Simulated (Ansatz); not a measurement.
The elements of this relaxed trial crystal are hidden behind letters.

```
lattice vectors (Å)
   3.3083    0.0000    0.0000
  -1.6542    2.8651    0.0000
   0.0000    0.0000    3.1656
fractional positions
X 0.6667 0.3333 0.5000
Z 0.3333 0.6667 0.0000
```

Method: Ansatz, DFT PBE, scalar-relativistic, plane waves, PAW. Plane waves to 420 eV, an 18×18×18 mesh through Γ for the 2-atom cell and 0.10 eV Gaussian smearing; no spin polarisation.

- Space group: P-6m2 (No. 187)
- Conventional cell: a = 3.308 Å, c = 3.166 Å
- Volume per atom: 15.00 Å³
- Density: 7.24 g/cm³
- Energy over the elements: −0.68 eV/atom
- Gap on the 18×18×18 mesh of the 2-atom cell: 0 eV (a metal)

Energies are uncorrected and count from the elements' standard states at the same level.

Question: X is a p-block element of period 5 and Z is a p-block element of period 2. Which elements are they?

Answer: X = In, Z = O, so the formula is InO, here in the tungsten carbide type. Density times volume gives a mean mass of 7.24 × 15.00/1.6605 = 65.4 u per atom, and this set has 65.4 u. In has 6 O at 2.48 Å; O is surrounded by 6 In at 2.48 Å. Other sets within the hints have nearly the same mass, so mass alone doesn't settle it; this one was computed.

An odd number of electrons in the primitive cell allows no gap without spin; a larger cell or a magnetic state could open one. The cell is a metal run without spin; a magnetic state may lie lower. A structure relaxed within its symmetry needn't be a true minimum. Another cell of InO relaxed alike, in P-6m2 (a Materials Project cell), lies 0.40 eV/atom lower, so this cell isn't the stable form at this level.
